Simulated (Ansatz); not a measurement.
CsPbCl3:
```
CELL_PARAMETERS angstrom
      4.00995     2.31515     3.27498
     -4.00995     2.31515     3.27498
      0.00000    -4.63029     3.27498
ATOMIC_POSITIONS crystal
  Cs 0.50000 0.50000 0.50000
  Pb 0.00000 0.00000 0.00000
  Cl 0.50000 0.99994 0.00006
  Cl 0.00006 0.50000 0.99994
  Cl 0.99994 0.00006 0.50000
```

This is the r²SCAN-relaxed structure.

Question: All from the program Ansatz at the r²SCAN level (PAW), unless another level is named. Estimate the HSE06 gap on the r²SCAN cell.

Answer: 2.75 eV.

Question: Predict the formation energy from the elements (no fitted shifts).

Answer: -1.70 eV/atom.

Question: And the weight of the valence-edge state by species (Voronoi cells)?

Answer: Cl 69 %, Pb 31 %.

Question: And the weight of the conduction-edge state by species (Voronoi cells)?

Answer: Pb 58 %, Cl 39 %, Cs 3 %.

Space group Pm-3m (cubic perovskite). This is a known high-temperature phase of the composition, computed here at zero pressure and temperature. The r²SCAN relaxation kept the symmetry of its start; whether a distortion lowers the energy is not shown. The references are the lowest solids computed at this level, not always the standard phases (solids in place of the gases). Spin–orbit coupling is left out wherever it is not named.

Potentials: the later of the program's two PAW sets.
